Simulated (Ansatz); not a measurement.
ZrPt:
```
CELL_PARAMETERS angstrom
      1.69113    -5.11490     0.00000
      1.69113     5.11490     0.00000
      0.00000     0.00000     4.23602
ATOMIC_POSITIONS crystal
  Zr 0.85846 0.14154 0.75000
  Zr 0.14154 0.85846 0.25000
  Pt 0.59164 0.40836 0.75000
  Pt 0.40836 0.59164 0.25000
```

This is the LDA-relaxed structure.

Q: All from LDA (plane waves, PAW; program Ansatz), unless another level is named. Estimate the density of states at the Fermi level.

A: 0.37 states/eV per atom (mean over ±0.08 eV).

Q: Predict the formation energy from the elements (no fitted shifts).

A: -1.11 eV/atom.

Space group Cmcm. The first step of the workflow began from a Materials Project structure, measured or hypothetical; the Crystallography Open Database copy checked does not list it. COD files the formula under space group No. 221, so this cell is another polymorph or a model. Its standing as an ambient phase is unchecked. Symmetry was held in the LDA relaxation; of distortions, only those at the zone centre were tested. No spin polarisation was allowed. The references are the lowest solids computed at this level, not always the standard phases. Scalar-relativistic: spin–orbit coupling is off unless named, which matters more the heavier the elements.

Potentials: the later of the program's two PAW sets.
